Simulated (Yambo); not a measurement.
Here is the system:

```
RbScF4
1.0
    2.05165    -6.46826     0.00000
    2.05165     6.46826     0.00000
    0.00000     0.00000     8.01252
F Sc Rb
8 2 2
Direct
  0.50000   0.50000   0.50000
  0.50000   0.50000   0.00000
  0.84997   0.15003   0.04851
  0.15003   0.84997   0.95149
  0.15003   0.84997   0.54851
  0.84997   0.15003   0.45149
  0.96570   0.03430   0.75000
  0.03430   0.96570   0.25000
  0.00000   0.00000   0.50000
  0.00000   0.00000   0.00000
  0.73052   0.26948   0.75000
  0.26948   0.73052   0.25000
```

Workflow: PBEsol (pw.x of Quantum ESPRESSO, ONCV potentials, no spin-orbit coupling), then G0W0 in Yambo (4×4×1 Γ-centred k mesh, bands 3 to 240 and a 6 Ry block in the screening, 240 bands in G with the Bruneval-Gonze terminator, plasmon pole fitted at 27.2 eV).

**Question.** Give the PBEsol and G0W0 gaps between the band edges found on this mesh, and say where the edges lie.

**Answer.** Edges: (0.25, 0.25, 0) → (-0.5, -0.5, 0). PBEsol: 6.02 eV; G0W0: 11.33 eV. Nearest settings tried, and what they do to the gap: 124 bands in W: +175 meV. Not varied: bands in G, block, mesh. So the settings aren't converged at that level. 

Geometry of the Materials Project entry, not relaxed at this level.

The structure is a Materials Project entry; no match was found in the copy of COD used, and its stability was not checked.
